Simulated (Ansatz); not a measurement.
AlN (zinc blende, F-43m) under volume change, r²SCAN (plane waves, PAW; program Ansatz), scaled uniformly.

| V (Å³/atom) | E − E(relaxed) (meV/atom) | P (GPa) |
|---|---|---|
| 9.490 | 64.5 | 23.75 |
| 9.802 | 27.2 | 14.65 |
| 10.115 | 6.5 | 6.79 |
| 10.428 | 0.0 | 0.00 |
| 10.741 | 5.9 | -5.87 |
| 11.054 | 22.4 | -10.95 |
| 11.367 | 48.2 | -15.34 |

**Question.** What does a third-order Birch–Murnaghan fit give for V₀, B₀ and B′?

**Answer.** V₀ = 10.43 Å³/atom, B₀ = 210 GPa, B′ = 3.8.

The r²SCAN relaxation kept the symmetry of its start; phonons on a q-mesh show no instability.

Potentials: the earlier of the program's two PAW sets.
